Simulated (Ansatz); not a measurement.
Total density of states per atom from r²SCAN+D4 in the plane-wave PAW code Ansatz, in 0.25 eV bins, energy from the valence-band maximum:

| E (eV) | states/eV/atom |
|---|---|
| -7.85 | 0.20 |
| -7.60 | 0.16 |
| -7.35 | 0.20 |
| -7.10 | 0.21 |
| -6.85 | 0.22 |
| -6.60 | 0.22 |
| -6.35 | 0.24 |
| -6.10 | 0.27 |
| -5.85 | 0.29 |
| -5.60 | 0.32 |
| -5.35 | 0.36 |
| -5.10 | 0.38 |
| -4.85 | 0.38 |
| -4.60 | 0.44 |
| -4.35 | 0.67 |
| -4.10 | 0.51 |
| -3.85 | 0.41 |
| -3.60 | 0.39 |
| -3.35 | 0.40 |
| -3.10 | 0.37 |
| -2.85 | 0.38 |
| -2.60 | 0.36 |
| -2.35 | 0.34 |
| -2.10 | 0.35 |
| -1.85 | 0.35 |
| -1.60 | 0.38 |
| -1.35 | 0.30 |
| -1.10 | 0.26 |
| -0.85 | 0.27 |
| -0.60 | 0.29 |
| -0.35 | 0.22 |
| -0.10 | 0.15 |
| 0.15 | 0.00 |
| 0.40 | 0.00 |
| 0.65 | 0.00 |
| 0.90 | 0.00 |
| 1.15 | 0.00 |
| 1.40 | 0.00 |
| 1.65 | 0.00 |
| 1.90 | 0.00 |
| 2.15 | 0.00 |
| 2.40 | 0.00 |
| 2.65 | 0.00 |
| 2.90 | 0.00 |
| 3.15 | 0.00 |
| 3.40 | 0.00 |
| 3.65 | 0.00 |
| 3.90 | 0.00 |
| 4.15 | 0.00 |
| 4.40 | 0.00 |
| 4.65 | 0.00 |
| 4.90 | 0.05 |
| 5.15 | 0.15 |
| 5.40 | 0.31 |
| 5.65 | 0.28 |
| 5.90 | 0.27 |
| 6.15 | 0.28 |
| 6.40 | 0.25 |
| 6.65 | 0.21 |
| 6.90 | 0.20 |
| 7.15 | 0.20 |
| 7.40 | 0.20 |
| 7.65 | 0.21 |
| 7.90 | 0.24 |
| 8.15 | 0.25 |
| 8.40 | 0.17 |
| 8.65 | 0.12 |
| 8.90 | 0.10 |
| 9.15 | 0.18 |
| 9.40 | 0.15 |
| 9.65 | 0.16 |

Task: Which compound is it?
A. Cl, molecular I2 type
B. Ir, fcc (Cu type)
C. BeS, Pnma (Be on 4c, S on 4c)
D. BN, P6_3/mmc (B on 2d, N on 2c)

Result: D, BN, P6_3/mmc (B on 2d, N on 2c). Top 1 eV of the valence band: N 2p 91 %, B 2p 8 %. Bottom 1 eV of the conduction band: B 2p 89 %, N 2p 7 %. Projections are on Löwdin-orthogonalised atomic valence shells; empty p or d shells of many metals are not among them.

Symmetry was held in the r²SCAN+D4 relaxation.

Potentials: the earlier of the program's two PAW sets.
